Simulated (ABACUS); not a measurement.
Set-up for a self-consistent single point of Ni₃Ge (Pm-3m, 4 atoms in the cell; from Materials Project mp-21008, changed as shown).

```xyz
4
Lattice="3.5185 0.0000 0.0000 0.0000 3.5185 0.0000 0.0000 0.0000 3.5185" Properties=species:S:1:pos:R:3 pbc="T T T"
Ni     1.7593     0.0000     1.7593
Ni     0.0000     1.7593     1.7593
Ni     1.7593     1.7593     0.0000
Ge     0.0000     0.0000     0.0000
```

Method: PBEsol, PseudoDojo 0.4 standard norm-conserving PBEsol (tails mended) pseudopotentials (plane waves; ABACUS 3.10.1).

ABACUS settings:

| setting | value |
|---|---|
| KPT | Gamma 7 7 7 0 0 0 |
| basis_type | pw |
| dft_functional | PBESOL |
| ecutwfc | 98 Ry |
| smearing_method | fd |
| smearing_sigma | 0.00734986 Ry |
| potentials | PseudoDojo 0.4 standard norm-conserving PBEsol (tails mended) |
| symmetry | 1 |
| ks_solver | dav_subspace |
| scf_nmax | 100 |
| scf_thr | 1.0e-09 Ry |
| mixing_type | pulay |
| mixing_beta | 0.7 |

Results:

```
Property                                                  Result
------------------------------------------------  --------------
Number of valence electrons                                   68
Number of bands                                               44
Number of k-points after the program's reduction              20
Number of plane waves (most at a k-point)                   4837
Number of SCF iterations                                       7
FFT grid                                            45 × 45 × 45
Free energy E − TS                                -16114.7624 eV
Fermi level (on the code's own zero)                    19.65 eV
Pressure                                                1.39 GPa
```

Stress (GPa, positive for compression):
```
1.39  0.00  0.00
0.00  1.39  0.00
0.00  0.00  1.39
```

For comparison: a first run was changed to give this one (volume scaled by 0.99), and from it to this one the free energy hardly moves (within 1 meV/atom) and the pressure goes from -0.81 to 1.39 GPa.

The run has no spin polarisation, so moments on Ni cannot form. The structure comes from a collection of computed structures, made at another level of theory; the collection holds predicted forms beside known ones. No clean gap shows at this smearing width and mesh (spacing up to 0.26 Å⁻¹); the mesh is coarse for partly filled bands, so the values carry mesh errors.

Cost on one core: very roughly 100 core-seconds.

“Tails mended”: in these copies of the files the far tail of each local potential was reset to the Coulomb form.
